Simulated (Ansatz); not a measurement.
Crystals of one structure type (CsCl type) and one family of elements, relaxed and computed with PBEsol (plane waves, PAW; program Ansatz).

```
crystal  V (Å³/atom)  B₀ by P(V) fit (GPa)
-------  -----------  --------------------
ScZn           17.99                  83.5
LuZn           20.18                  74.7
YZn            21.82                  66.3
LaZn           25.10                  52.8
LaHg           28.24                     ?
```

Problem. Fit a straight line to ln B₀ against ln V and predict the withheld value.

Solution. Least squares on the 4 shown rows: ln B₀ = -1.39 × ln V + (8.464), with a scatter of 2 %. For LaHg this gives 45.6. The run itself gave 57.2, outside the scatter: the line misses something about this case.

Standing as an ambient phase not checked: ScZn, CsCl type; LuZn, CsCl type; YZn, CsCl type; LaZn, CsCl type; LaHg, CsCl type. All cells were relaxed under the symmetry of their starts (and spin orders); stability against distortions was not tested throughout. Rows with no word on spin ran without spin polarisation. Scalar-relativistic: spin–orbit coupling is off unless named, which matters more the heavier the elements.

Potentials: the later of the program's two PAW sets.
